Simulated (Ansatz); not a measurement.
## Run record: elastic constants by finite strains of AlN (P6_3mc)

Method: LDA, all-electron LAPW in Ansatz 0.2.0, scalar-relativistic.

The cell comes from a PAW relaxation under the same functional.

Launched as:

```sh
ansatz run input.yaml --threads 2 --pin off --max-ram 5120MiB --backend cpu --events-out ev --progress --plain --runs-dir out
```

Input file:

```yaml
crystal:
  lattice:
    - [3.08877018995, 0.0, 0.0]
    - [-1.54438509497, 2.67495345095, 0.0]
    - [0.0, 0.0, 4.94326336468]
  atoms:
    - { symbol: Al, position: [0.333333333333, 0.666666666667, -0.000992572121] }
    - { symbol: Al, position: [0.666666666667, 0.333333333333, 0.499007427879] }
    - { symbol: "N", position: [0.333333333333, 0.666666666667, 0.380992572121] }
    - { symbol: "N", position: [0.666666666667, 0.333333333333, 0.880992572121] }
kpoints:
  mp_grid: { grid: [8, 8, 6] }
scf:
  occupations: { method: fixed }
hamiltonian:
  xc: lda
  pseudopotentials: { kind: all_electron, lapw: { basis_error: 0.0005 } }
elastic:
  mode: relaxed_ion
  stencil: two_point
  amplitude: 0.003
```

Output:

```
Warning: RAYON_NUM_THREADS=2 ignored (pool sized by the plan → 2); use --threads N
LAPW: plane waves up to 10.821 Å⁻¹, error target 5.0e-4 eV per atom; small_component_spin mean_spin; N in spheres of 0.868 Å, 7 of its electrons in bands, Dirac shells []; Al in spheres of 0.952 Å, 11 of its electrons in bands, ...
Engine: ansatz 0.2.0, aarch64-unknown-linux-gnu
Pseudopotentials: kind: all_electron
Pseudopotential: Al, LAPW, valence charge 11, lapw/all_electron/scalar/gaussian/Al, Koelling and Harmon's equation, gaussian nucleus
Pseudopotential: N, LAPW, valence charge 7, lapw/all_electron/scalar/gaussian/N, Koelling and Harmon's equation, gaussian nucleus
Functional definition: SPW92
  exchange = slater_x
  correlation = pw_c
davidson cushion auto → on  (no smearing: the cushion is to keep the highest requested band from converging to the state above it; pin scf.eigensolver.cushion to override)
Crystal: 4 atoms, lattice volume = 40.843 Å³
Basis set: ecut = 446.1146401162121 eV, 857 PW (Γ), exchange–correlation at level 2
Bands: 22, of which v1, the nominal top of the filled ones, is band 18 counted from 1 (17 counted from 0)
Symmetry: 12 space group operations
Space group: P63mc (ITA 186), of the structure as read, at distance tolerance 3.4e-5 Å
k-points: 40 of 384 (time reversal used)
Non-local potential: Al, projectors of the file, none
Non-local potential: N, projectors of the file, none
Initial density: superposition of atomic densities (chi_scale 0.1, normalization cell, long waves kept (reshape's long-wave potential 0.00 eV rms))
Initial wavefunctions: plane waves of lowest kinetic energy (no species holds an atomic orbital)
Functional: x = slater, c = lda
iter 1 solved again at ethr=3.32e-2 eV; its pass at ethr=1.00e-1 eV (dr2=1.20e1 eV) is discarded
SCF iter   1: F=—  HF=-16137.324804 eV  |F-HF|=—  |Δ(HF+E_count)|=         —  Δρ=1.57e-1  dr2=1.20e1  ethr=3.32e-2  ⟨swp⟩=2.0  Hψ=6130  notcnv=0
[... 171 lines left out ...]
  atoms:
    - { symbol: Al, position: [0.33333333333333337, 0.6666666666666669, -0.000984743884931603] }
    - { symbol: Al, position: [0.6666666666666667, 0.3333333333333334, 0.4990152561150684] }
    - { symbol: N, position: [0.33333333333333337, 0.6666666666666669, 0.38098474388493164] }
    - { symbol: N, position: [0.6666666666666667, 0.3333333333333334, 0.8809847438849315] }
  C = ∂σ_k/∂η_j (tension-positive GPa; Voigt order 11 22 33 23 13 12):
       396.591    143.588    112.372     -0.000      0.000     -0.000
       143.588    396.591    112.372     -0.000      0.000     -0.000
       112.375    112.375    370.027      0.000     -0.000     -0.000
         0.000     -0.000     -0.000    115.923     -0.000     -0.000
        -0.000      0.000      0.000     -0.000    115.923      0.000
         0.000      0.000      0.000      0.000     -0.000    126.501
  reference stress σ⁰ (GPa):     -0.005     -0.005     -0.020     -0.000      0.000      0.000
  no Pulay correction (none for the plane-wave cutoff is built on LAPW): the batch's stresses and constants are at fixed plane waves
  C* (energy form; C + prestress term) asymmetry max|C*_kj − C*_jk| = 1.299e-2 GPa — a small one proves nothing (zero by symmetry where the batch's group is 432, −43m or m−3m); a large one is finite-difference/SCF noise where ...
  moduli (Voigt/Reuss/Hill, GPa): K = 211.10/210.20/210.65   G = 124.66/124.02/124.34   E = 311.69   ν = 0.253
  mechanically stable: yes (min eigenvalue of sym C = 115.92 GPa)
  where every solve meets its electron count the energy-path curvature estimates C_jj along a normal strain and C_jj − ¼(σ⁰_aa + σ⁰_bb) along a shear (ab), closely only under elastic.basis: deformed
  strain η (Voigt 11):  stress-route row diagonal C_11 = 396.59 GPa, energy-path curvature d²(F+E_count)/dδ²/Ω₀ = 396.58 GPa
         δ    σ_11 (GPa)             F (eV)   n_scf  n_hpsi   n_pw
    -3.000e-3      -1.2033      -16132.2499957       2   13822    890   relax 5 steps, max|allowed force component| 3.54e-5 eV/Å
     3.000e-3       1.1762      -16132.2500077       2   13849    890   relax 3 steps, max|allowed force component| 4.03e-5 eV/Å
  strain η (Voigt 33):  stress-route row diagonal C_33 = 370.03 GPa, energy-path curvature d²(F+E_count)/dδ²/Ω₀ = 370.05 GPa
         δ    σ_33 (GPa)             F (eV)   n_scf  n_hpsi   n_pw
    -3.000e-3      -1.1295      -16132.2500169       2    6577    890   relax 3 steps, max|allowed force component| 5.30e-6 eV/Å
     3.000e-3       1.0907      -16132.2500474       2    6590    890   relax 3 steps, max|allowed force component| 6.88e-6 eV/Å
  strain η (Voigt 23):  stress-route row diagonal C_44 = 115.92 GPa, energy-path curvature d²(F+E_count)/dδ²/Ω₀ = 115.93 GPa
         δ    σ_23 (GPa)             F (eV)   n_scf  n_hpsi   n_pw
    -3.000e-3      -0.3478      -16132.2503237       2   18812    890   relax 3 steps, max|allowed force component| 3.54e-5 eV/Å
     3.000e-3       0.3478      -16132.2503237       2   18806    890   relax 4 steps, max|allowed force component| 7.63e-7 eV/Å
```

Self-consistency was reached.

### Strained cells

Elastic constants of a crystal by Kohn-Sham DFT: slopes of the stress over finite engineering strains of the given cell, Voigt indices, Cartesian axes as in the input; stress of each strained cell less that at rest, tension positive.

```
strain component  strain  stress xx (GPa)  stress yy (GPa)  stress zz (GPa)  stress yz (GPa)  stress xz (GPa)  stress xy (GPa)  relaxation steps
              xx  -0.003           -1.198          -0.4334          -0.3388                0                0                0                 5
              xx   0.003            1.181           0.4281           0.3355                0                0                0                 3
              zz  -0.003          -0.3426          -0.3426           -1.109                0                0                0                 3
              zz   0.003           0.3317           0.3317            1.111                0                0                0                 3
              yz  -0.003          -0.0004           0.0015          -0.0014          -0.3478                0                0                 3
              yz   0.003          -0.0004           0.0015          -0.0015           0.3478                0                0                 4
```

Elastic moduli:

Hill averages of a grain aggregate, Debye temperature from the mean sound speed over directions.

- Bulk modulus: 210.7 GPa
- Shear modulus: 124.3 GPa
- Young modulus: 311.7 GPa
- Poisson ratio: 0.2534
- Bulk over shear modulus: 1.694
- Elastic anisotropy index: 0.0301
- Least young modulus: 296.9 GPa
- Largest young modulus: 329.4 GPa
- Longitudinal sound speed: 10630 m/s
- Transverse sound speed: 6108 m/s
- Elastic debye temperature: 930.5 K
- Linear compressibility (x, y, z): 1.476, 1.476, 1.806 1/TPa

Elastic constants:

| Item | Value |
| --- | --- |
| Pressure at rest | 0.01 GPa |
| Least elastic eigenvalue | 115.9 GPa |
| Elastically stable | yes |

```tsv
index	elastic (GPa)
11	396.6
12	143.6
13	112.4
33	370
44	115.9
```

Caveats: constants at zero field, no piezoelectric stiffening.

Time and hardware: 10 min on 2 threads of Arm Neoverse V1 (shared host), peak memory 0.63 GiB.
